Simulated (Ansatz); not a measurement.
An Ansatz (an electronic-structure program) run. Input:

Ansatz 0.2 input:
```yaml
crystal:
  lattice:
    - [2.1162028282, -4.3608108873, 0.0]
    - [2.1162028282, 4.3608108873, 0.0]
    - [0.0, 0.0, 2.5009762962]
  atoms:
    - { symbol: C, position: [0.4045944751, 0.2261393634, 0.0] }
    - { symbol: C, position: [0.5954055249, 0.7738606366, 0.0] }
    - { symbol: C, position: [0.2261393634, 0.4045944751, 0.0] }
    - { symbol: C, position: [0.7738606366, 0.5954055249, 0.0] }
    - { symbol: C, position: [0.0184270325, 0.3517440335, 0.5] }
    - { symbol: C, position: [0.9815729675, 0.6482559665, 0.5] }
    - { symbol: C, position: [0.3517440335, 0.0184270325, 0.5] }
    - { symbol: C, position: [0.6482559665, 0.9815729675, 0.5] }
kpoints:
  mp_grid: { grid: [4, 4, 6] }
hamiltonian:
  xc: hse06
  pseudopotentials: { azcp: { folder: ./paw }, kind: paw }
scf:
  n_extra_bands: 8
  occupations: { method: fixed }
output:
  eigenvalues: true
  eigenstates:
    e_range: [-9.0, 12.6]
    kpoints:
      - [0.5, 0.5, 0.0]  # VBM
      - [-0.5, -0.5, 0.304687]  # CBM
      - [0.0, 0.0, 0.0]  # GAMMA
      - [-0.5, 0.5, 0.0]  # Y
      - [-0.5, 0.5, 0.5]  # T
      - [0.0, 0.0, 0.5]  # Z
      - [0.0, 0.5, 0.0]  # S
      - [0.0, 0.5, 0.5]  # R
      - [0.3088735309, 0.3088735309, 0.0]  # SIGMA_0
      - [-0.3088735309, 0.6911264691, 0.0]  # C_0
      - [0.3088735309, 0.3088735309, 0.5]  # A_0
      - [-0.3088735309, 0.6911264691, 0.5]  # E_0
```

Output (shortened):

```
Pseudopotential: C, paw, valence charge 4
Functional definition: HSE06
davidson cushion auto → on  (no smearing: the cushion is to keep the highest requested band from converging to the state above it …
Crystal: 8 atoms, lattice volume = 46.160 Å³
Basis set: ecut = 420 eV, 893 PW (Γ)
Bands: 24, of which v1, the nominal top of the filled ones, is band 16 counted from 1 (15 counted from 0)
Symmetry: 8 space group operations
Space group: Cmmm (ITA 65), of the structure as read, at distance tolerance 3.6e-5 Å
k-points: 28 of 96
SCF iter   1: F=—  HF=-2007.782679 eV  |F-HF|=—  |Δ(HF+E_count)|=         —  Δρ=1.39e-1  dr2=6.54e0  ethr=1.00e-1  ⟨swp⟩=4.1  Hψ=2481  notcnv=0
preconditioner: auto → none
SCF iter   2: F=—  HF=-2005.618632 eV  |F-HF|=—  |Δ(HF+E_count)|=    2.16e0  Δρ=5.54e-2  dr2=8.90e-1  ethr=2.04e-2  ⟨swp⟩=3.2  Hψ=1581  notcnv=0  defer=2
iter 3 solved again at ethr=1.77e-4 eV; its pass at ethr=2.78e-3 eV (dr2=5.65e-2 eV) is discarded
SCF iter   3: F=—  HF=-2005.420112 eV  |F-HF|=—  |Δ(HF+E_count)|=   1.99e-1  Δρ=9.60e-3  dr2=5.77e-2  ethr=1.77e-4  ⟨swp⟩=2.4  Hψ=3204  notcnv=0  defer=2
SCF iter   4: F=—  HF=-2005.408553 eV  |F-HF|=—  |Δ(HF+E_count)|=   1.16e-2  Δρ=4.28e-3  dr2=8.14e-3  ethr=1.77e-4  ⟨swp⟩=3.6  Hψ=1869  notcnv=0
SCF iter   5: F=-2005.407657 eV  HF=-2005.407744 eV  |F-HF|=8.73e-5  |Δ(HF+E_count)|=   8.09e-4  Δρ=1.26e-3  dr2=4.82e-4  ethr=2.54e-5  ⟨swp⟩=3.3  Hψ=1794  notcnv=0
SCF 1 stopped early in 5 iterations: F = -2005.407657 eV  dr2 = 4.82e-4
Crystal: 8 atoms, lattice volume = 46.160 Å³
Exchange kernel: α = 0.2500, screened, ω = 0.2079 Å⁻¹, Wigner–Seitz truncation, v(0) = 1036.6373 eV·Å³, q-mesh 4×4×6, nearest image of the exchange supercell L …
Frozen-core exchange: fock
SCF iter   1: F=—  HF=-2005.941993 eV  |F-HF|=—  |Δ(HF+E_count)|=         —  Δρ=1.08e-2  dr2=2.26e-2  ethr=1.51e-5  ⟨swp⟩=6.7  Hψ=3192  notcnv=0
preconditioner: auto → none
SCF iter   2: F=—  HF=-2005.932034 eV  |F-HF|=—  |Δ(HF+E_count)|=   9.96e-3  Δρ=2.46e-3  dr2=1.52e-3  ethr=1.51e-5  ⟨swp⟩=3.4  Hψ=2166  notcnv=0
SCF iter   3: F=—  HF=-2005.939722 eV  |F-HF|=—  |Δ(HF+E_count)|=   7.69e-3  Δρ=8.65e-4  dr2=1.07e-4  ethr=3.44e-6  ⟨swp⟩=3.9  Hψ=2219  notcnv=0
SCF iter   4: F=—  HF=-2005.939696 eV  |F-HF|=—  |Δ(HF+E_count)|=   2.58e-5  Δρ=1.82e-4  dr2=1.26e-5  ethr=3.17e-7  ⟨swp⟩=3.0  Hψ=1557  notcnv=0
SCF iter   5: F=-2005.939783 eV  HF=-2005.939788 eV  |F-HF|=5.49e-6  |Δ(HF+E_count)|=   9.22e-5  Δρ=1.06e-4  dr2=6.65e-6  ethr=1.62e-8  ⟨swp⟩=4.6  Hψ=2422  notcnv=0
SCF 2 stopped early in 5 iterations: F = -2005.939783 eV  dr2 = 6.65e-6
hybrid outer 1: dexx = +8.855e-3 eV, tail = 4.89e-5 eV
Crystal: 8 atoms, lattice volume = 46.160 Å³
Exchange kernel: α = 0.2500, screened, ω = 0.2079 Å⁻¹, Wigner–Seitz truncation, v(0) = 1036.6373 eV·Å³, q-mesh 4×4×6, nearest image of the exchange supercell L …
Frozen-core exchange: fock
SCF iter   1: F=—  HF=-2005.939840 eV  |F-HF|=—  |Δ(HF+E_count)|=         —  Δρ=7.61e-5  dr2=1.75e-6  ethr=7.64e-7  ⟨swp⟩=2.9  Hψ=1530  notcnv=0
preconditioner: auto → none
iter 2 solved again at ethr=1.16e-10 eV; its pass at ethr=4.74e-9 eV (dr2=3.70e-8 eV) is discarded
SCF iter   2: F=-2005.939840 eV  HF=-2005.939840 eV  |F-HF|=5.49e-9  |Δ(HF+E_count)|=   8.59e-8  Δρ=1.88e-5  dr2=8.78e-8  ethr=1.16e-10  ⟨swp⟩=3.1  Hψ=3791  notcnv=0
SCF 3 converged in 2 iterations: F = -2005.939840 eV  dr2 = 8.78e-8
hybrid outer 2: dexx = +6.980e-7 eV, tail = 2.03e-7 eV, Δε = 3.02e-3 eV (about 2.18e-4 eV left of the loop's levels)
the search or the solves at the SCF's close seem to have found levels that the self-consistency loop had missed (the run counts 4) …
NSCF: frozen V_eff on 12 k-points
hybrid SCF converged: 2 outer / 7 inner (+5 warm-up), last move |dexx| = 6.98e-7 eV, tail = 2.03e-7 eV
Stability not checked (fock_operator)
Free energy (F): -2005.939841 eV
Frozen-core exchange: fock
Harris-Foulkes:  -2005.939841 eV  (|F-HF|=5.49e-9)
Internal energy: -2005.939841 eV  (E = F + TS)
E sigma→0 (E₀):  -2005.939841 eV
Fermi energy:    12.616382 eV
--- Per-component energies (eV) ---
  E_band       = 83.350388
  E_kinetic    = 718.887308
  E_local      = -477.660084  (includes V_loc(G=0)·N_el)
  E_nonlocal   = 179.949993
  E_hartree    = 120.442190
  E_xc         = -309.576596
  E_vxc        = -378.406815  (∫ρ·V_xc dr)
  E_exx        = -73.163749  (= α·E_x^exact, valence–valence)
  E_paw        = -798.589606  (= ΣΔE_a)
  E_vpaw       = -53.974447  (= ΣTr[D̂ρ^β])
  E_aug_tail   = 0.000163  (compensation charges beyond the density's cutoff)
  E_ewald      = -1366.091714
  E_core_change = -0.137746  (= ΣΔE_core)
  E_smearing   =  0.000000  (= −TS)
  E_closure    = 0.000000  (closes the sum)
  Σ components = -2005.939841   (vs F -2005.939841, Δ=0.00e0)
  [band-id]    e_kinetic+e_local+e_nonlocal+2·e_hartree+e_vxc+2·e_exx+e_vpaw+e_augmentation_tail = 83.353000   (vs E_band 83.350388, Δ=2.61e-3)
--- Band table (eV; the first three rows and the last of 28) ---
  k-point 0: bands = ["-11.0996", "-5.4833", "-4.1713", "-3.9763", "-3.3586", "-0.7829", "0.7765", "5.6468", "7.7304", "7.8345", "8.4374", "9.1395", "10.2894", "10.4629", "10.6280", "11.3447", "18.4657", "18.8706", "19.0965", "19.3122", "22.3094", "23.0335", …
  k-point 1: bands = ["-10.5448", "-4.9625", "-3.8480", "-3.4724", "-2.8560", "-0.2930", "1.3177", "3.2281", "6.8536", "7.2543", "7.4418", "7.5340", "9.0079", "9.0333", "9.8545", "10.6831", "18.5151", "19.8548", "20.0863", "21.3066", "21.6946", "23.7571", "24.5790", "25.6430"]
  k-point 2: bands = ["-8.9086", "-3.8495", "-3.4166", "-1.9893", "-1.3681", "0.3087", "0.8044", "2.7590", "3.2977", "4.0180", "4.4597", "5.3500", "7.8332", "8.6707", "8.8118", "9.0812", "19.2268", "20.8606", "21.1801", "21.5294", "23.0361", "24.2521", "25.0862", "25.7877"]
  k-point 27: bands = ["-5.7670", "-5.4662", "-3.5239", "-3.1781", "-0.9000", "-0.4903", "2.2298", "2.5958", "3.8457", "4.0095", "5.8330", "6.4946", "6.6259", "6.7261", "6.9930", "7.0195", "17.9917", "18.1111", "18.8952", "19.5395", "23.9374", "24.1798", "25.5825", "26.9205"]
```

Cost: very roughly 70 core-seconds on shared cores.

The points marked VBM and CBM come from a semilocal run.

The start of the workflow was typed in or built on a structure type; the Crystallography Open Database copy checked does not list it. It is not the phase usual at ambient conditions (space group No. 194, 227). Symmetry was held in the PBEsol relaxation; its stability against distortions is not shown here.

Potentials: the earlier of the program's two PAW sets. The files were generated under PBE; for other functionals the program regenerates the frozen cores, and for LDA and PBEsol the local potential too.

Ansatz is a plane-wave DFT program.
